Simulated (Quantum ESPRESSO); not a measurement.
## AlInGa2P4 (a curve over one atom's position)

Simulated, not a measurement. The program is pw.x of Quantum ESPRESSO 7.5 (plane-wave density functional theory). The cell is made up: 8 atoms on a zincblende/diamond lattice, with randomly drawn elements, strain and displacements, not relaxed. PseudoDojo standard norm-conserving files (v0.5 for PBE, v0.4.1 for LDA and PBEsol) set the functional; there is no spin polarisation, spin-orbit coupling or dispersion term, and the masses in the input are unused placeholders.

Seven runs move atom 2 (In, counted in the order of the input) along y and keep all else fixed.

Input of the run at +0.0077:

```
&control calculation='scf', pseudo_dir='./dojo.nc.sr.pbe.v0_5.standard.upf', outdir='./o', disk_io='medium', tprnfor=.true., tstress=.true. /
&system ibrav=0, nat=8, ntyp=4, nbnd=37, ecutwfc=79.96652505, nosym=.true., tot_charge=0,
 occupations='smearing', smearing='fd', degauss=0.0018374661
/
&electrons conv_thr=7.350e-09, electron_maxstep=60, /
ATOMIC_SPECIES
Al 1.0 Al.upf
Ga 1.0 Ga.upf
In 1.0 In.upf
P 1.0 P.upf
CELL_PARAMETERS angstrom
5.7435 0.0 0.0
0.0 5.7435 0.0
0.0 0.0 5.7435
ATOMIC_POSITIONS angstrom
Al 0.1009 -0.0109 0.0076
In 0.0338 2.8347 2.9757
Ga 2.8987 -0.0562 2.788
Ga 2.7607 2.8832 0.0638
P 1.3834 1.4569 1.4464
P 1.3564 4.2565 4.3625
P 4.2532 1.3092 4.2176
P 4.2759 4.433 1.3918
K_POINTS automatic
4 4 4 1 1 1
```

| shift of atom 2 along y (Å) | free energy less that of the input shown (eV) | Fx on atom 2 (eV/Å) | Fy on atom 2 (eV/Å) | Fz on atom 2 (eV/Å) | pressure (GPa) | iterations |
| --- | --- | --- | --- | --- | --- | --- |
| -0.1620 | 0.1723 | -1.024 | 1.920 | -0.355 | -2.34 | 10 |
| -0.0443 | 0.0197 | -1.363 | 0.664 | -0.714 | -2.66 | 11 |
| +0.0077 | 0.0000 | -1.527 | 0.095 | -0.897 | -2.71 | 11 |
| +0.0310 | 0.0008 | -1.603 | -0.160 | -0.985 | -2.72 | 11 |
| +0.0794 | 0.0213 | -1.769 | -0.689 | -1.175 | -2.71 | 11 |
| +0.1385 | 0.0810 | -1.986 | -1.327 | -1.426 | -2.64 | 11 |
| +0.1698 | 0.1277 | -2.108 | -1.660 | -1.567 | -2.58 | 11 |

A cubic fit gives dFy/dy = -10.95 eV/Å² at zero shift. Across the table the free energy follows the integral of the force to within 0.1 meV. A rerun of one of the cells at 1377 eV and a 6 x 6 x 6 mesh moved values by no more than 0.008 eV in energy, 0.02 GPa in stress and 0.002 eV/Å in force.